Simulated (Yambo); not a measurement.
Na2PtH6 (space group Fm-3m, No. 225), G0W0@PBEsol in Yambo with this input:

```
rim_cut
gw0
dyson
el_el_corr
HF_and_locXC
ppa
em1d
RandQpts= 1000000
RandGvec= 1 Ry
EXXRLvcs= 88 Ry
VXCRLvcs= 352 Ry
Chimod= "HARTREE"
% BndsRnXp
 7 | 140 |
%
NGsBlkXp= 7 Ry
% LongDrXp
 1.0 | 1.0 | 1.0 |
%
PPAPntXp= 27.2114 eV
% GbndRnge
 1 | 140 |
%
GTermKind= "BG"
DysSolver= "n"
ExtendOut
```

On a 4×4×4 mesh, with wavefunctions cut at 88 Ry, the gap ((0, 0.25, -0.25) → X) is 5.735 eV and the valence edge shifts by -1.411 eV.

Question: What happens with this change: 3 Ry block?

Answer: The gap falls by 0.205 eV, to 5.530 eV; the shift of the valence edge becomes -1.199 eV. Neither run is shown to be the converged limit.

Spin-orbit coupling is not included.

Geometry of the Materials Project entry, not relaxed at this level; primitive cell a = 5.133 Å, b = 5.133 Å, c = 5.133 Å, α = 60.00°, β = 60.00°, γ = 60.00°.

The structure is a Materials Project entry; no match was found in the copy of COD used, and its stability was not checked.

A shift is the quasiparticle energy of the state minus its PBEsol energy.
